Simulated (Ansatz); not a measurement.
Structure types of V were relaxed at one common pressure (all-electron LAPW in Ansatz 0.2.0 under LDA, scalar-relativistic, no spin polarisation, zero temperature). They take these volumes:

| type | space group | V (Å³/atom) |
| --- | --- | --- |
| bcc | Im-3m | 5.36 |
| hcp | P6_3/mmc | 5.34 |
| diamond | Fd-3m | 6.18 |
| beta tin | I4_1/amd | 5.55 |
| omega | P6/mmm | 5.41 |

Problem. At about which pressure, and is the densest type also the lowest in enthalpy?

Solution. 780 GPa. The densest is hcp, and it is 699 meV/atom above bcc: its gain in pV doesn't pay for its higher energy here.
